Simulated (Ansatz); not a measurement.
A relaxed structure of TaC. Space group Fm-3m (No. 225), rock salt type. Calculation: PBEsol (plane waves to 420 eV, PAW, scalar-relativistic; Ansatz, a first-principles code).

Space group Fm-3m (No. 225); a = 4.4400 Å, b = 4.4400 Å, c = 4.4400 Å, α = 90.00°, β = 90.00°, γ = 90.00°

```json
[
 {"atom": "C", "site": "4b", "symmetry": "m-3m", "x": "0.5000", "y": "0.5000", "z": "0.5000"},
 {"atom": "Ta", "site": "4a", "symmetry": "m-3m", "x": "0.0000", "y": "0.0000", "z": "0.0000"}
]
```
(The calculation used a cell of 2 atoms; values per cell refer to that cell.)

| Quantity | Result |
|---|---|
| Volume per atom | 10.94 Å³ |
| Band gap | zero (metallic) |
| Shortest distances | C–Ta 2.22 Å; C–C 3.14 Å; Ta–Ta 3.14 Å |
| k-mesh | 18×18×18 |

No spin polarisation in the result. The relaxed primitive cell holds an odd number of electrons. A magnetic state may lie lower.

The run could not lose the symmetry of its start.

All atoms sit on sites fixed by symmetry, so only the cell could relax.
